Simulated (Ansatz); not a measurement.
## Ansatz run, LaTeN

Input file of Ansatz 0.2.0:

```yaml
crystal:
  lattice:
    - [7.594198, 0.0, 0.0]
    - [-3.797099, 6.57677, 0.0]
    - [0.0, 0.0, 4.240839]
  atoms:
    - { symbol: "N", position: [0.0, 0.0, 0.5] }
    - { symbol: Te, position: [0.245, 0.0, 0.0] }
    - { symbol: Te, position: [0.755, 0.755, 0.0] }
    - { symbol: Te, position: [0.0, 0.245, 0.0] }
    - { symbol: "N", position: [0.3333, 0.6667, 0.0] }
    - { symbol: "N", position: [0.6667, 0.3333, 0.0] }
    - { symbol: La, position: [0.585, 0.0, 0.5] }
    - { symbol: La, position: [0.415, 0.415, 0.5] }
    - { symbol: La, position: [0.0, 0.585, 0.5] }
  symmetry: { tolerance: 0.0003 }
kpoints:
  mp_grid: { grid: [5, 5, 8], shift: [0, 0, 0] }
  band_path:
    path:
      - [0.0, 0.0, 0.0]
      - [0.5, 6.0e-08, 0.0]
      - [0.33333333, 0.33333339, 0.0]
      - [0.0, 0.0, 0.0]
      - [0.0, 0.0, 0.5]
      - [0.5, 6.0e-08, 0.5]
      - [0.33333333, 0.33333339, 0.5]
      - [0.0, 0.0, 0.5]
      - [0.5, 6.0e-08, 0.5]
      - [0.5, 6.0e-08, 0.0]
      - [0.33333333, 0.33333339, 0.5]
    npoints: 6
magnetization:
  spin_polarized: false
scf:
  occupations: { method: fermi_dirac, width: 0.0322 }
  lower_state_search: "off"
  max_iter: 200
hamiltonian:
  pseudopotentials: { kind: paw }
  xc: pbe
basis:
  ecutwfc: 420
  fft_grid_basis: typed
output:
  forces: true
  stress: true
  eigenvalues: true
  bader: true
  populations: true
  elf: true
  write_potential: true
  volumetric_format: npy
  dos:
    e_range: [-12, 8]
    de: 0.05
    projected: { site_lists: { La: [La], "N": ["N"], Te: [Te] } }
checkpoint:
  read: saved_state
```

The saved state is an earlier solution for the same cell, perhaps on another mesh. 

Parts of the output:

```
Warning: the atoms were moved onto the symmetric positions of the space group found under crystal.symmetry.tolerance 3.0e-4 (fractional; no operation is sought that the atoms, as they stand in a round, miss by more than twice it, and no atom is moved by as much as it), and the run uses the moved positions.
La: projections on atomic orbitals take those of the free atom [Kr 4d10] 4f0 5s2 5p6 5d1 6s2, of charge +0.00 (hamiltonian.pseudopotentials.projection_atoms); the dataset's partial waves leave at most 1.9e-5 of an orbital's norm unspanned inside its sphere
Pseudopotentials: kind: paw
Pseudopotential: N, paw, valence charge 5, recommended cutoff 420 eV (normal), N.paw.azcp
Pseudopotential: Te, paw, valence charge 16, recommended cutoff 420 eV (normal), Te.paw.azcp
Pseudopotential: La, paw, valence charge 11, recommended cutoff 420 eV (normal), La.paw.azcp
Functional definition: PBE
  exchange = pbe_x(kappa = kappa, mu = beta*pi^2/3)
  correlation = pbe_c(beta = beta)
Crystal: 9 atoms, lattice volume = 211.810 Å³
Basis set: ecut = 420 eV, 4119 PW (Γ), exchange–correlation on 108×108×60 points (8 copies of the dense FFT grid, shifted against one another)
Bands: 58, of which v1, the nominal top of the filled ones, is band 48 counted from 1 (47 counted from 0)
Symmetry: 12 space group operations
Space group: P-62m (ITA 189), of the structure as read, at distance tolerance 1.8e-3 Å
k-points: 25 of 200 (time reversal used)
Initial density: read from a saved state, or passed on in memory by an earlier SCF of this step, an earlier step, the calling program or the single point that the run made first
Functional: x = pbe(κ = 0.804, μ = 0.2195), c = pbe(β = 0.0667)
Free energy (F): -40841.4437 eV
Harris-Foulkes:  -40841.4437 eV  (|F-HF|=4.31e-8)
Internal energy: -40841.4129 eV  (E = F + TS)
E sigma→0 (E₀):  -40841.4283 eV
Entropy (-TS):   -0.0308 eV (-3.426 meV/atom)
Fermi energy:    11.2459 eV
--- Per-component energies (eV) ---
  E_band       = -748.4203
  E_kinetic    = 1472.6110
  E_local      = -5033.7427  (includes V_loc(G=0)·N_el)
  E_nonlocal   = -501.6874
  E_hartree    = 2836.2000
  E_xc         = -962.0966
  E_vxc        = -972.1661  (∫ρ·V_xc dr)
  E_paw        = -30616.1063  (= ΣΔE_a)
  E_vpaw       = -1385.8302  (= ΣTr[D̂ρ^β])
  E_aug_tail   = -0.0004  (compensation charges beyond the density's cutoff)
  E_ewald      = -8036.5906
  E_smearing   = -0.0308  (= −TS)
--- Forces (eV/Å), atoms counted from 1 ---
  atom   1  N      0.0000     0.0000     0.0000
  atom   2  Te     0.6965     0.0000     0.0000
  atom   3  Te    -0.3482    -0.6032     0.0000
  atom   4  Te    -0.3482     0.6032     0.0000
  atom   5  N      0.0000     0.0000     0.0000
  atom   6  N      0.0000     0.0000     0.0000
  atom   7  La     1.3170     0.0000     0.0000
  atom   8  La    -0.6585    -1.1406     0.0000
  atom   9  La    -0.6585     1.1406     0.0000
--- Stress (GPa, compression-positive) ---
       -4.6537       0.0000       0.0000
        0.0000      -4.6537       0.0000
        0.0000       0.0000     -12.2738
  P = ⅓ Tr σ = -7.1937 GPa (-71.937 kbar)
```

Origin: a known structure type with other elements, at an estimated volume, so it need not be a known compound. Caveats: many states at the Fermi level without spin polarisation, so a magnetic state may lie lower; f levels without a U or exact exchange are poorly placed.
